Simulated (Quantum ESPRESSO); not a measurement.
## AlSi2PC4 (convergence and cost over cutoff and k mesh)

Computed values, not a measurement. The program is pw.x of Quantum ESPRESSO 7.5 (plane-wave density functional theory). The cell is made up: 8 atoms on a wurtzite lattice, with randomly drawn elements, strain and displacements, not relaxed. PseudoDojo standard norm-conserving files (v0.5 for PBE, v0.4.1 for LDA and PBEsol) set the functional; there is no spin polarisation, spin-orbit coupling or dispersion term, and the masses in the input are unused placeholders.

Input of the run in row 4:

```
&control calculation='scf', pseudo_dir='./dojo.nc.sr.pbe.v0_5.standard.upf', outdir='./o', disk_io='medium', tprnfor=.true., tstress=.true. /
&system ibrav=0, nat=8, ntyp=4, nbnd=22, ecutwfc=82.02448710, nosym=.true., tot_charge=0,
 occupations='smearing', smearing='fd', degauss=0.0018374661
/
&electrons conv_thr=7.350e-09, electron_maxstep=60, /
ATOMIC_SPECIES
Al 1.0 Al.upf
C 1.0 C.upf
P 1.0 P.upf
Si 1.0 Si.upf
CELL_PARAMETERS angstrom
3.1074 -0.0206 0.0087
-0.0356 5.3387 -0.0224
0.0142 -0.0211 5.0755
ATOMIC_POSITIONS angstrom
Al -0.043 0.0038 0.0078
Si 1.4721 2.6707 0.0132
P 1.5313 0.8805 2.5351
Si -0.021 3.5475 2.5476
C 0.021 0.0026 1.886
C 1.5128 2.6168 1.9233
C 1.5373 0.8779 4.4683
C -0.0216 3.5495 4.4279
K_POINTS automatic
6 4 4 1 1 1
```

The same cell was run at these settings. Meshes are shifted by half a step, and differences are from the last row, which is itself not exact.

```
cutoff (eV)     k mesh  k points solved  threshold (eV)  free energy less the last row's (eV)  pressure (GPa)  largest stress difference (GPa)  largest force difference (eV/Å)  iterations  wall time (s)  k-point pools              processor
        781  2 x 2 x 2                4           1e-04                                -0.838           -0.35                             9.72                            0.292           8             12              1  AMD EPYC, Zen 5 class
       1116  2 x 2 x 2                4           1e-07                                -1.100            2.21                             7.22                            0.295          13             30              1  AMD EPYC, Zen 5 class
        628  6 x 4 x 4               48           1e-07                                 1.128           -4.05                             7.45                            0.039          12             61              1  AMD EPYC, Zen 5 class
       1116  6 x 4 x 4               48           1e-07                                -0.003            3.25                             0.14                            0.006          12            159              1  AMD EPYC, Zen 5 class
       1347  8 x 6 x 6              144           1e-07                                 0.000            3.31                             0.00                            0.000          12            637              1  AMD EPYC, Zen 5 class
```

Each pool is one process. Wall times include start-up and a band step at six k points, which weighs most on the coarsest meshes. The runs were on shared virtual cores whose load varied, so times are rough.